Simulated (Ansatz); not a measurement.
The relaxed structure here is a generated cell of V: the first start was made by a random draw of sites in a space group, and the end was not matched to a known phase here, so it may be hypothetical. Known forms of V include space group No. 229.

A relaxed structure of V. The numbers are results of r2SCAN (plane waves to 500 eV, PAW, scalar-relativistic; Ansatz, a quantum-chemistry and plane-wave program), not measurements.

```cif
data_V2
_chemical_formula_sum 'V2'
_space_group_name_H-M_alt 'P 1'
_space_group_IT_number 1
_cell_length_a 5.11954
_cell_length_b 4.63033
_cell_length_c 2.77113
_cell_angle_alpha 83.490
_cell_angle_beta 63.976
_cell_angle_gamma 32.534
loop_
_space_group_symop_operation_xyz
  'x, y, z'
loop_
_atom_site_label
_atom_site_type_symbol
_atom_site_fract_x
_atom_site_fract_y
_atom_site_fract_z
_atom_site_occupancy
V1 V 0.00000 0.00000 0.00000 1
V2 V 0.25000 0.25000 0.25000 1
```

### Question
Find the space group and the Wyckoff positions (tolerance 0.01 Å).

### Answer
Space group Fddd, origin choice 1 (No. 70); a = 2.4122 Å, b = 4.9898 Å, c = 8.9410 Å, α = β = γ = 90.00°

| atom | site | symmetry | x | y | z |
|---|---|---|---|---|---|
| V | 8a | 222 | 0.0000 | 0.0000 | 0.0000 |

This is the AFLOW prototype A_oF8_70_a.

### Question
Give the shortest distances between elements (the closest pairs, up to four, under 3.6 Å).

### Answer
V–V 2.41 Å.

- Volume per atom: 13.45 Å³
- Band gap: no gap (metallic)
- Magnetic moment: zero (the starting moments vanished)

No spin polarisation in the result: the starting moments vanished.

The run could not lose the symmetry of its start, so the end can be a saddle point.
